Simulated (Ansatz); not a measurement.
Hydrogen-ended wire of Ge, Ge44H34

Ansatz, PAW, plane waves. PBEsol relaxation at a 1×1×3 mesh; single points on the relaxed atoms at a 1×1×2 mesh, onto which points of the small cell's zone fold. No spin–orbit coupling unless named.

Relaxed structure:

```cif
data_structure
_symmetry_space_group_name_H-M 'P 1'
_symmetry_Int_Tables_number 1
_cell_length_a 21.8000
_cell_length_b 21.8000
_cell_length_c 9.8304
_cell_angle_alpha 90.000
_cell_angle_beta 90.000
_cell_angle_gamma 90.000
_cell_volume 4671.81
loop_
_atom_site_label
_atom_site_type_symbol
_atom_site_fract_x
_atom_site_fract_y
_atom_site_fract_z
_atom_site_occupancy
Ge1 Ge 0.31723 0.34297 0.04187 1
Ge2 Ge 0.68243 0.34259 0.04196 1
Ge3 Ge 0.50012 0.65866 0.04010 1
Ge4 Ge 0.49992 0.44738 0.37453 1
Ge5 Ge 0.31803 0.55248 0.70927 1
Ge6 Ge 0.68209 0.55207 0.70932 1
Ge7 Ge 0.31737 0.34301 0.28832 1
Ge8 Ge 0.68218 0.34257 0.28841 1
Ge9 Ge 0.50016 0.65748 0.28910 1
Ge10 Ge 0.49993 0.44710 0.62426 1
Ge11 Ge 0.31806 0.55349 0.95707 1
Ge12 Ge 0.68198 0.55319 0.95712 1
Ge13 Ge 0.49983 0.34279 0.04372 1
Ge14 Ge 0.31767 0.65760 0.04456 1
Ge15 Ge 0.31796 0.44714 0.37569 1
Ge16 Ge 0.68251 0.65731 0.04447 1
Ge17 Ge 0.68187 0.44671 0.37575 1
Ge18 Ge 0.50006 0.55315 0.70859 1
Ge19 Ge 0.49978 0.34158 0.29275 1
Ge20 Ge 0.31747 0.65750 0.29102 1
Ge21 Ge 0.31791 0.44816 0.62350 1
Ge22 Ge 0.68286 0.65704 0.29093 1
Ge23 Ge 0.68196 0.44775 0.62356 1
Ge24 Ge 0.50004 0.55285 0.95830 1
Ge25 Ge 0.40851 0.49999 0.04153 1
Ge26 Ge 0.40744 0.29066 0.37485 1
Ge27 Ge 0.59151 0.60580 0.37534 1
Ge28 Ge 0.59152 0.39448 0.70815 1
Ge29 Ge 0.40112 0.70996 0.71162 1
Ge30 Ge 0.40852 0.50048 0.29133 1
Ge31 Ge 0.40081 0.29050 0.62138 1
Ge32 Ge 0.59177 0.60555 0.62474 1
Ge33 Ge 0.59131 0.39424 0.95756 1
Ge34 Ge 0.40786 0.70977 0.95812 1
Ge35 Ge 0.59146 0.49978 0.04154 1
Ge36 Ge 0.59199 0.29043 0.37490 1
Ge37 Ge 0.40869 0.60602 0.37535 1
Ge38 Ge 0.40823 0.39468 0.70814 1
Ge39 Ge 0.59933 0.70973 0.71147 1
Ge40 Ge 0.59144 0.50027 0.29132 1
Ge41 Ge 0.59898 0.29030 0.62138 1
Ge42 Ge 0.40847 0.60579 0.62476 1
Ge43 Ge 0.40846 0.39445 0.95753 1
Ge44 Ge 0.59242 0.70964 0.95796 1
H1 H 0.31578 0.27632 0.98874 1
H2 H 0.25937 0.37583 0.98810 1
H3 H 0.68381 0.27597 0.98868 1
H4 H 0.74035 0.37540 0.98837 1
H5 H 0.26030 0.58686 0.65707 1
H6 H 0.73990 0.58632 0.65712 1
H7 H 0.25949 0.30949 0.34209 1
H8 H 0.73995 0.30888 0.34227 1
H9 H 0.50024 0.72478 0.34115 1
H10 H 0.26013 0.51931 0.00867 1
H11 H 0.73987 0.51898 0.00891 1
H12 H 0.49975 0.27549 0.99162 1
H13 H 0.25988 0.69129 0.99083 1
H14 H 0.26009 0.48142 0.32404 1
H15 H 0.74035 0.69089 0.99063 1
H16 H 0.73982 0.48082 0.32402 1
H17 H 0.25965 0.62448 0.34456 1
H18 H 0.31587 0.72410 0.34444 1
H19 H 0.26010 0.41393 0.67573 1
H20 H 0.74058 0.62371 0.34405 1
H21 H 0.68479 0.72356 0.34473 1
H22 H 0.73969 0.41335 0.67571 1
H23 H 0.40750 0.22364 0.32194 1
H24 H 0.33768 0.73570 0.67061 1
H25 H 0.45057 0.75176 0.64810 1
H26 H 0.33743 0.26470 0.66263 1
H27 H 0.45034 0.24876 0.68477 1
H28 H 0.40808 0.77678 0.01108 1
H29 H 0.59175 0.22340 0.32203 1
H30 H 0.55005 0.75163 0.64761 1
H31 H 0.66288 0.73528 0.67071 1
H32 H 0.54979 0.24834 0.68538 1
H33 H 0.66259 0.26480 0.66187 1
H34 H 0.59232 0.77667 0.01080 1
```

What are the mean bond lengths by pair (pairs within 1.2 times the sum of covalent radii, less contacts 15 % beyond the pair's median; cation–cation pairs of compounds aside; long ionic contacts are cut short by that bound)?

Ge–Ge 2.437 ± 0.010 Å (standard deviation, 71 bonds); Ge–H 1.548 ± 0.004 Å (standard deviation, 34 bonds).

What gap lies between the top filled and the lowest empty level in the single points?

HSE06 2.73 eV (3.3 min on NVIDIA GB300).
